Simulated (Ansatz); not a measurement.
The relaxed structure here is a generated cell of La2O3: the first start was made by a random draw of sites in a space group, and the end was not matched to a known phase here, so it may be hypothetical. Known forms of La2O3 include space group No. 164.

One stationary structure of La2O3. Computed with r2SCAN (plane waves to 500 eV, PAW, scalar-relativistic; Ansatz, an electronic-structure program).

```
CELL_PARAMETERS angstrom
      3.90349     0.00000     0.00000
     -1.95174     3.38052     0.00000
      0.00000     0.00000    12.03423
ATOMIC_POSITIONS crystal
  La 0.00000 0.00000 0.00000
  La 0.00000 0.00000 0.50000
  La 0.33333 0.66667 0.25000
  La 0.66667 0.33333 0.75000
  O  0.00000 0.00000 0.25000
  O  0.00000 0.00000 0.75000
  O  0.33333 0.66667 0.58912
  O  0.33333 0.66667 0.91088
  O  0.66667 0.33333 0.41088
  O  0.66667 0.33333 0.08912
```

### Question
Find the space group and the Wyckoff positions (tolerance 0.01 Å).

### Answer
Space group P6₃/mmc (No. 194); a = 3.9035 Å, b = 3.9035 Å, c = 12.0342 Å, α = 90.00°, β = 90.00°, γ = 120.00°

```
atom  site  symmetry       x       y       z
----  ----  --------  ------  ------  ------
La      2a      -3m.  0.0000  0.0000  0.0000
La      2c      -6m2  0.3333  0.6667  0.2500
O       2b      -6m2  0.0000  0.0000  0.2500
O       4f       3m.  0.6667  0.3333  0.0891
```

### Question
Give the shortest distances between elements (the closest pairs, up to four, under 3.6 Å).

### Answer
La–O 2.25 Å; O–O 2.97 Å.

```yaml
volume_per_atom: 15.88 Å³
band_gap: 3.97 eV, indirect (valence top at H, conduction bottom at k = (0, 0.3, 0)) (no spin-orbit coupling)
smallest_direct_gap: 4.07 eV at k = (0, 0.3, 0)
```

No spin polarisation in the result.

The run could not lose the symmetry of its start: the end is stationary, and may be a saddle point rather than a minimum.
